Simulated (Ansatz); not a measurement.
Interlayer sliding in a free bilayer taken from bulk TiTe2 (CdI2 type): the upper half of the atoms below is shifted in the plane.

```yaml
crystal:
  lattice:
    - [3.69732, 0.00000, 0.00000]
    - [1.84866, 3.20197, 0.00000]
    - [0.00000, 0.00000, 24.84543]
  atoms:
    - { symbol: Te, position: [0.66667, 0.66667, 0.29934] }
    - { symbol: Ti, position: [0.00000, 0.00000, 0.37023] }
    - { symbol: Te, position: [0.33333, 0.33333, 0.43985] }
    - { symbol: Te, position: [0.66667, 0.66667, 0.56015] }
    - { symbol: Ti, position: [0.00000, 0.00000, 0.62977] }
    - { symbol: Te, position: [0.33333, 0.33333, 0.70066] }
```

In-plane vectors a = (3.697, 0.000) Å, b = (1.849, 3.202) Å, area 11.84 Å². The shift is s times the vector a + b (length 6.404 Å), so s = 1 restores the start. Atoms relax along the normal only. γ = [E(shift) − E(0)] / area.

Method: PBE-D3(BJ) (plane waves to 420 eV, PAW, scalar-relativistic; Ansatz, an electronic-structure program). k mesh 15×15×1 (Γ-centred), Fermi-Dirac smearing 0.05 eV. E is the zero-smearing estimate. Spin-orbit coupling is left out, though Te is heavy. TiTe2 is run without spin polarisation. TiTe2 was relaxed with its symmetry unable to fall. γ is measured from zero shift. The last digit holds for this mesh only.

| s | γ (mJ/m²) |
|---|---|
| 0.000 | 0 |
| 0.083 | 44 |
| 0.167 | 92 |
| 0.250 | 100 |
| 0.333 | 91 |
| 0.417 | 117 |
| 0.500 | 179 |
| 0.583 | 227 |
| 0.667 | 243 |
| 0.750 | 226 |
| 0.833 | 168 |
| 0.917 | 63 |

### Question
Does γ have a local minimum between the ends of the line, and at which s?

### Answer
s = 0.333.

### Question
Which barrier is met on the easier way from s = 0 (or 1) to s = 0.333?

### Answer
100 mJ/m².

### Question
By a periodic cubic spline through the points, what shear stress does the steepest rise of γ from s = 0 correspond to?

### Answer
1.2 GPa. A slope of 1 mJ/m² per Å is 0.01 GPa.

(The slope of γ gives the shear force per area between the displaced halves; near zero shift its curvature is an elastic stiffness.)
